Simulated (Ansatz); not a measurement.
Ge3N4 in space group P6_3/m (No. 176; Ge on 6h, N on 2c, N on 6h), PBE in the plane-wave PAW code Ansatz. The conduction-band minimum lies at Γ, with 1 equivalent valley. Second derivatives d²E/dk² of the lowest band at one valley (eV·Å²), along Cartesian directions:

```tsv
direction	d²E/dk²
[100]	31.63
[010]	31.63
[001]	36.64
[110]	31.63
[101]	34.14
[011]	34.14
```

Question: Find the principal effective masses, the density-of-states mass and the conductivity mass.

Answer: Off-diagonal terms follow from H_xy = H[110] − (H_xx + H_yy)/2, and m*/mₑ = 7.620 eV·Å² over each eigenvalue: 0.21, 0.24, 0.24. One valley's DOS mass (m₁m₂m₃)^(1/3) = 0.23, conductivity mass 3/(Σ 1/mᵢ) = 0.23 mₑ.

Question: What effective density of states Nc follows at 300 K for parabolic valleys?

Answer: Nc = 2.509e19 × 1 × (0.23)^(3/2) ≈ 2.8e18 cm⁻³.

The cell was relaxed with PBE under the symmetry of its start. Spin–orbit coupling is left out wherever it is not named.

Potentials: the earlier of the program's two PAW sets.

Edges and masses are those of Kohn–Sham bands, whose gap is no quasiparticle gap.
